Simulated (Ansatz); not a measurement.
SCF settings and convergence: Ni

Ni is taken as an experimental structure (space group Fm-3m), 1 atom in the cell. Source: COD entry 9012981; it may be a high-temperature, high-pressure or metastable form.

```yaml
crystal:
  lattice:
    - [0.00000, 1.76725, 1.76725]
    - [1.76725, 0.00000, 1.76725]
    - [1.76725, 1.76725, 0.00000]
  atoms:
    - { symbol: Ni, position: [0.00000, 0.00000, 0.00000] }
```

Numbers behind element symbols give the atom's place in this list.

Level of theory: DFT, r2SCAN, PAW, plane waves, scalar-relativistic (Ansatz development build ahead of 0.2.0).

- Plane-wave cutoff: 500 eV
- k-point mesh: 14×14×14 (Γ-centred)
- Occupations: Fermi–Dirac smearing, 0.1 eV
- Spin: collinear, starting moments Ni1 2.00 μB

Site moments are integrals over atomic spheres and don't add up to the total.

The starting density is a sum of atomic densities. β is the mixing step of the charge; the magnetisation has a step of its own, which the program sets unless it is named.

r2SCAN tends to overstate moments and magnetic energies in itinerant metals. With one magnetic atom in the cell its copies can only be parallel; orders in a larger cell may lie lower. Only one magnetic start was run, with no search, so the state need not be the lowest.

Launched as:
```sh
ansatz run input.yaml --threads 2 --pin off --max-ram 5120MiB --backend cpu --events-out ev --progress --plain --runs-dir out
```

Machine: 2 threads of Arm Neoverse V2 (shared host).

Each row changes the named settings. The search for lower states is off throughout, and rows that name a mixer don't switch to direct minimisation unless they say so. “A, then B” is a new run with the settings A changed by B. Counts include iterations that the program adds to test a close or to solve more bands, and some failed runs stop two short of their limit.

| settings | iteration limit | outcome | wall time (s) | result against the default run |
| --- | --- | --- | --- | --- |
| default SCF settings | default | converged in 15 iterations | 3.4 | reference |
| Broyden, β 0.3, preconditioner local Kerker | 70 | converged in 14 iterations | 3.3 | the same free energy |
| Broyden, β 0.7, preconditioner Resta | 70 | converged in 13 iterations | 3 | the same free energy, Resta's filter was dropped, as the levels read as a metal's, so the mixing went unfiltered |
| Broyden, β 0.9, history 8, no preconditioner | 70 | converged in 13 iterations | 3.1 | the same free energy |
| Fermi–Dirac width 0.01 eV, no switch to direct minimisation | 70 | converged in 14 iterations | 3.3 | free energy shifted by +21.2 meV/atom, zero-width estimate shifted by +0.7 meV/atom, pressure -9.3 GPa against -9.1 |
| linear mixing, β 0.3, no preconditioner | 70 | converged in 37 iterations | 6.6 | the same free energy |
| Broyden, β 0.3, history 8, no preconditioner | 70 | converged in 15 iterations | 3.3 | the same free energy |
| Fermi–Dirac width 0.003 eV, no switch to direct minimisation | 70 | converged in 14 iterations | 3.3 | free energy shifted by +21.5 meV/atom, zero-width estimate shifted by +0.8 meV/atom, pressure -9.3 GPa against -9.1 |
| tetrahedron occupations | 70 | converged in 14 iterations | 3.5 | free energy shifted by +21.6 meV/atom, zero-width estimate shifted by +0.8 meV/atom, pressure -9.6 GPa against -9.1 |
| Broyden, β 0.9, history 4, no preconditioner | 70 | converged in 14 iterations | 3.5 | the same free energy |

With the default settings (Broyden mixing, preconditioner none) the run converges, spin-polarised, site moments Ni1 0.83 μB, total 0.76 μB per cell, no gap on the k-mesh. At the default threshold and band count the same state takes 13 iterations at best (“Broyden, β 0.7, preconditioner Resta”) and 37 at worst (“linear mixing, β 0.3, no preconditioner”). All runs converged.
